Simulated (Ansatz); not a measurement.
A distorted cell of MgS (rock salt):

```yaml
crystal:
  lattice:
    - [0.00000, 2.56619, 2.49775]
    - [2.56619, 0.00000, 2.49775]
    - [2.56619, 2.56619, 0.00000]
  atoms:
    - { symbol: S, position: [0.00000, 0.00000, 0.00000] }
    - { symbol: Mg, position: [0.50000, 0.50000, 0.50000] }
```

Calculation: PBE (plane waves to 420 eV, PAW, scalar-relativistic; Ansatz, a quantum-chemistry and plane-wave program). k mesh 11×11×11 (Γ-centred), Fermi-Dirac smearing 0.05 eV. E stands for the smeared free energy. Stress and pressure are positive under compression. MgS was relaxed with its symmetry unable to fall.

Give the stress tensor in GPa and the pressure.


```
    6.0      0.0      0.0
    0.0      6.0      0.0
    0.0      0.0     10.3
```
The pressure, a third of the trace, is 7.5 GPa.

It is the relaxed cell deformed to V/V₀ = 0.920, (c/a)/(c/a)₀ = 0.973, c along z, fractional positions held. What is its energy relative to the relaxed cell?

34.3 meV/atom.

(A scan under strain: stresses follow from slopes of the energy per volume, elastic moduli from its curvatures.)
